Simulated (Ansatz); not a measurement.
# HfGa₂ in Ansatz, relaxation

Launch command:

```bash
ansatz run input.yaml --threads 2 --pin off --max-ram 2560MiB --backend cpu --events-out ev --progress --plain --runs-dir out
```

Input:

```yaml
crystal:
  lattice:
    - [2.180931, 3.777479, 0.0]
    - [-2.180931, 3.777479, 0.0]
    - [0.0, 0.0, 3.600612]
  atoms:
    - { symbol: Hf, position: [0.0, 0.0, 0.0] }
    - { symbol: Ga, position: [0.3333, 0.3334, 0.5] }
    - { symbol: Ga, position: [0.6666, 0.6667, 0.5] }
  symmetry: { tolerance: 0.0003 }
kpoints:
  mp_grid: { grid: [9, 9, 9], shift: [0, 0, 0] }
magnetization:
  spin_polarized: false
scf:
  occupations: { method: fermi_dirac }
  lower_state_search: "off"
hamiltonian:
  pseudopotentials: { kind: paw }
  xc: r2scan
basis:
  ecutwfc: 500
  fft_grid_basis: typed
relax:
  max_steps: 80
  cell: { p_target: 0.0 }
  f_tol: 0.03
output:
  forces: true
  stress: true
  eigenvalues: true
  bader: true
  populations: true
  elf: true
  write_potential: true
  volumetric_format: npy
  dos:
    e_range: [-12, 8]
    de: 0.05
    projected: { site_lists: { Ga: [Ga], Hf: [Hf] } }
checkpoint:
  read: saved_state
```

Origin of the cell: a known structure type with other elements, at an estimated volume, so it need not be a known compound.

The smearing width isn't typed, so it takes its default of 0.1 eV.

The saved state is a converged single point of the same cell.

Steps («new basis» is an SCF on plane waves selected anew at the same cell):

```csv
step,ΔF (meV/atom),max force component (eV/Å),P (GPa),volume (Å³),SCF iterations,step was
1,0.0,0.000,-13.20,59.33,7,accepted
2,-126.7,0.000,-0.67,51.47,9,accepted
3,-140.8,0.000,0.61,51.26,8,accepted
4,-141.0,0.000,0.11,51.75,8,accepted
5,-142.1,0.000,-0.11,51.70,6,accepted
6,-142.1,0.000,0.01,51.65,5,accepted
7,-141.6,0.000,-0.02,51.65,9,new basis
```

Step 1, with forces in eV/Å:

```xyz
3
Lattice="2.181 3.777 0.000 -2.181 3.777 0.000 0.000 0.000 3.601" Properties=species:S:1:pos:R:3:forces:R:3 pbc="T T T" step=1
Hf    0.000    0.000    0.000    0.000    0.000    0.000
Ga    0.000    2.518    1.800    0.000    0.000    0.000
Ga    0.000    5.037    1.800    0.000    0.000    0.000
```

Step 2, with forces in eV/Å:

```xyz
3
Lattice="2.084 3.610 0.000 -2.084 3.610 0.000 0.000 0.000 3.421" Properties=species:S:1:pos:R:3:forces:R:3 pbc="T T T" step=2
Hf    0.000    0.000    0.000    0.000    0.000    0.000
Ga    0.000    2.407    1.710    0.000    0.000    0.000
Ga    0.000    4.813    1.710    0.000    0.000    0.000
```

Step 3, with forces in eV/Å:

```xyz
3
Lattice="2.045 3.542 0.000 -2.045 3.542 0.000 0.000 0.000 3.537" Properties=species:S:1:pos:R:3:forces:R:3 pbc="T T T" step=3
Hf    0.000    0.000    0.000    0.000    0.000    0.000
Ga    0.000    2.362    1.769    0.000    0.000    0.000
Ga    0.000    4.723    1.769    0.000    0.000    0.000
```

Step 4, with forces in eV/Å:

```xyz
3
Lattice="2.028 3.513 0.000 -2.028 3.513 0.000 0.000 0.000 3.632" Properties=species:S:1:pos:R:3:forces:R:3 pbc="T T T" step=4
Hf    0.000    0.000    0.000    0.000    0.000    0.000
Ga    0.000    2.342    1.816    0.000    0.000    0.000
Ga    0.000    4.684    1.816    0.000    0.000    0.000
```

Step 5, with forces in eV/Å:

```xyz
3
Lattice="2.038 3.530 0.000 -2.038 3.530 0.000 0.000 0.000 3.593" Properties=species:S:1:pos:R:3:forces:R:3 pbc="T T T" step=5
Hf    0.000    0.000    0.000    0.000    0.000    0.000
Ga    0.000    2.354    1.796    0.000    0.000    0.000
Ga    0.000    4.707    1.796    0.000    0.000    0.000
```

Step 7, with forces in eV/Å:

```xyz
3
Lattice="2.038 3.530 0.000 -2.038 3.530 0.000 0.000 0.000 3.590" Properties=species:S:1:pos:R:3:forces:R:3 pbc="T T T" step=7
Hf    0.000    0.000    0.000    0.000    0.000    0.000
Ga    0.000    2.353    1.795    0.000    0.000    0.000
Ga    0.000    4.706    1.795    0.000    0.000    0.000
```

```yaml
Free_energy_lowered_by: 141.6 meV/atom
Volume_change: -12.94 %
Final_pressure: -0.02 GPa
Relaxation_steps_listed: 7
Formation_energy_elements_under_the_same_functional_gases_as_molecules_uncorrected: -0.379 eV/atom
Gap_on_the_mesh: none (metal)
```

Caveats: no moments, though an odd count or open d shells may carry them; no spin-orbit coupling, though heavy elements are present; the relaxation held the start's symmetry, so the end may be a saddle point.

It ran for 2.5 min on 2 threads of Arm Neoverse N1, with other jobs on the host, peak memory 0.59 GiB, from a saved density.
